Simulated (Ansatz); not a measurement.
## Si3Ge: computed property card

Si₃Ge:
```
CELL_PARAMETERS angstrom
      3.91387     0.00000     0.00000
      0.00000     3.91387     0.00000
      0.00000     0.00000     5.52721
ATOMIC_POSITIONS crystal
  Si 0.50000 0.00000 0.75589
  Si 0.00000 0.00000 0.00000
  Si 0.00000 0.50000 0.24411
  Ge 0.50000 0.50000 0.50000
```

Space group P-4m2 (No. 115); conventional cell a = b = 3.914 Å, c = 5.527 Å, α = β = γ = 90.00°.

Method: the program Ansatz at the PBE level (PAW). The cell and atoms are relaxed at this level. Other levels are named where they apply.

Cell and energy:

| Property | Result |
|---|---|
| Volume per atom | 21.17 Å³ |
| Density | 3.08 g/cm³ |
| Formation energy from the elements (no fitted shifts) | 0.016 eV/atom |

Electronic structure:

| Property | Value |
|---|---|
| Band gap | 0.39 eV (indirect) |
| Valence-band maximum | at Γ |
| Conduction-band minimum | at M |
| Smallest direct gap on the standard path | 0.67 eV |
| Electron effective mass | 0.19, 0.41, 0.41 mₑ (principal values) |
| Electron effective mass with spin–orbit coupling | 0.19, 0.41, 0.41 mₑ (principal values) |
| Hole effective mass, band 1 of 2 at the edge | 2.3 along x, 0.26 along z (mₑ) |
| Hole effective mass, band 2 of 2 at the edge | 0.079 along x, 0.26 along z (mₑ) |
| Hole effective mass with spin–orbit coupling | 0.15, 0.16, 0.25 mₑ (principal values) |
| Gap with spin–orbit coupling | 0.35 eV |

Mechanics:

| Quantity | Value |
|---|---|
| Bulk modulus (Birch–Murnaghan fit) | 814 kbar |
| Pressure derivative B′ | 4.4 |

The start of the workflow was typed in or built on a structure type; neither database checked (COD, Materials Project) lists it. Whether it is the stable phase at ambient conditions was not checked. Symmetry was held in the PBE relaxation; whether a distortion lowers the energy is not shown. The references are the lowest solids computed at this level, not always the standard phases. Spin–orbit coupling is left out wherever it is not named.

Potentials: the earlier of the program's two PAW sets.
